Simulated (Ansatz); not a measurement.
Polymorphs of TaTe, each relaxed with plane-wave PAW PBE (Ansatz code):

A: CsCl type (Pm-3m)
a = 3.4191 Å, b = 3.4191 Å, c = 3.4191 Å, α = 90.00°, β = 90.00°, γ = 90.00°

```json
[
 {"atom": "Ta", "site": "1a", "symmetry": "m-3m", "x": "0.0000", "y": "0.0000", "z": "0.0000"},
 {"atom": "Te", "site": "1b", "symmetry": "m-3m", "x": "0.5000", "y": "0.5000", "z": "0.5000"}
]
```

B: rock salt (Fm-3m)
a = b = c = 5.6990 Å, α = β = γ = 90.00°

```csv
atom,site,symmetry,x,y,z
Ta,4a,m-3m,0.0000,0.0000,0.0000
Te,4b,m-3m,0.5000,0.5000,0.5000
```

C: Cmcm
a = 3.6252 Å, b = 10.1742 Å, c = 4.7485 Å, α = 90.00°, β = 90.00°, γ = 90.00°

```json
[
 {"atom": "Te", "site": "4c", "symmetry": "m2m", "x": "0.0000", "y": "0.3629", "z": "0.2500"},
 {"atom": "Ta", "site": "4c", "symmetry": "m2m", "x": "0.0000", "y": "0.0777", "z": "0.2500"}
]
```

**Question.** Order them by energy per atom at 0 K (lowest first) at the level PBE.

**Answer.** C (+0 meV/atom), A (+96 meV/atom), B (+700 meV/atom)

Typed or built starts, not in the databases checked: A; B; C. All cells were relaxed under the symmetry of their starts (and spin orders); stability against distortions was not tested throughout. Rows with no word on spin ran without spin polarisation. Spin–orbit coupling is left out wherever it is not named.

Energies hold the estimated change up to a 700 eV cutoff; steps of a few meV lie near the error of the meshes.

Potentials: the earlier of the program's two PAW sets.
